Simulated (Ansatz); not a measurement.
Relaxed candidate structures of InP:

A. P4₂/mnm (No. 136), tP8; a = b = 7.175 Å, c = 4.163 Å, α = β = γ = 90.00°; In 4g (0.178, 0.178, 0.500); P 4f (0.319, 0.319, 0.000)

B. Pm-3m (No. 221), cP2, CsCl type; a = 3.3884 Å, b = 3.3884 Å, c = 3.3884 Å, α = 90.00°, β = 90.00°, γ = 90.00°; In 1a (0.000, 0.000, 0.000); P 1b (0.500, 0.500, 0.500)

C. P6₃/mmc (No. 194), hP4; a = b = 4.4255 Å, c = 5.7704 Å, α = β = 90.00°, γ = 120.00°; In 2d (0.667, 0.333, 0.250); P 2c (0.333, 0.667, 0.250)

D. P6₃mc (No. 186), hP12, AFLOW prototype AB_hP12_186_a2b_a2b (B6, as in SiC); a = b = 4.154 Å, c = 20.379 Å, α = β = 90.00°, γ = 120.00°; In 2a (0.000, 0.000, 0.500); In 2b (0.333, 0.667, 0.333); In 2b (0.667, 0.333, 0.167); P 2a (0.000, 0.000, 0.375); P 2b (0.333, 0.667, 0.208); P 2b (0.667, 0.333, 0.042)

Q: Rank these by energy per atom (lowest first), as PBEsol (plane waves to 420 eV, PAW, scalar-relativistic; Ansatz, an electronic-structure program) gives it.

A: D (reference), A (+66 meV/atom), C (+0.24 eV/atom), B (+0.51 eV/atom)

Q: Which candidates are metallic at this level, and what gaps do the others have?

A: No gap: B, C. A: 0.71 eV (no spin-orbit coupling); D: 0.59 eV (no spin-orbit coupling).

The lowest structure calculated, F-43m, cF8, zinc blende type, is not among these; it lies under 0.01 eV/atom below the lowest of them. Probably no minimum, since a slightly shaken restart fell lower: P6₃/mmc, hP4 (by 0.24 eV/atom, to P6₃mc). 1 run with a doubtful electronic state, a coarser numerical grid, an end not at rest or a source that can't be used is left out. 1 generated cell of layers, chains or molecules, poorly bound without dispersion, is left out. Each run could gain symmetry but not lose that of its start, so entries can be saddle points. All of these are generated cells (placed on structure types, drawn at random, substituted or restacked) that were not matched to a known phase here. Static energies at zero pressure. No spin polarisation in the result. Gaps of cells over 8 atoms come from the SCF mesh and high-symmetry points alone.
